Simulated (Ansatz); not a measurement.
# TiAl (P-6m2), two-dimensional strain map

Method: DFT PBEsol, scalar-relativistic, plane waves, PAW in Ansatz 0.2.0. Cutoff 420 eV, Γ-centred 18×18×10 k-points, Gaussian smearing of 0.15 eV. No spin polarisation. Energies are free energies at this smearing, counted from the undisturbed cell; pressure is positive in compression.

The undisturbed cell (as given, not relaxed at this level; it stands at -2.8 GPa, and it needn't be the usual structure):

```
CELL_PARAMETERS angstrom
2.86726 0.00000 0.00000
-1.43363 2.48312 0.00000
0.00000 0.00000 4.67808
ATOMIC_POSITIONS crystal
Ti 0.00000 0.00000 0.00000
Al 0.33333 0.66667 0.50000
```

The cell is strained by p along both x and y and by q along z, fractional coordinates fixed. Points are written (p, q).

Energy above the undisturbed cell in meV/atom (a dash: not computed):

```csv
p \ q,-0.030,-0.015,0.000,0.015,0.030
-0.030,20.9,11.7,8.7,11.5,19.7
-0.015,3.7,-1.9,-1.8,3.8,14.3
0.000,-1.2,-3.3,0.0,8.3,21.3
0.015,4.9,6.2,12.6,23.7,39.1
0.030,20.8,25.4,34.8,48.6,66.4
```

Pressure in GPa:

| p \ q | -0.030 | -0.015 | 0.000 | 0.015 | 0.030 |
| --- | --- | --- | --- | --- | --- |
| -0.030 | 8.2 | 5.9 | 3.8 | 1.9 | 0.2 |
| -0.015 | 4.3 | 2.2 | 0.2 | -1.5 | -3.1 |
| 0.000 | 0.9 | -1.1 | -2.8 | -4.4 | -5.9 |
| 0.015 | -2.1 | -3.9 | -5.5 | -7.0 | -8.3 |
| 0.030 | -4.8 | -6.4 | -7.9 | -9.2 | -10.4 |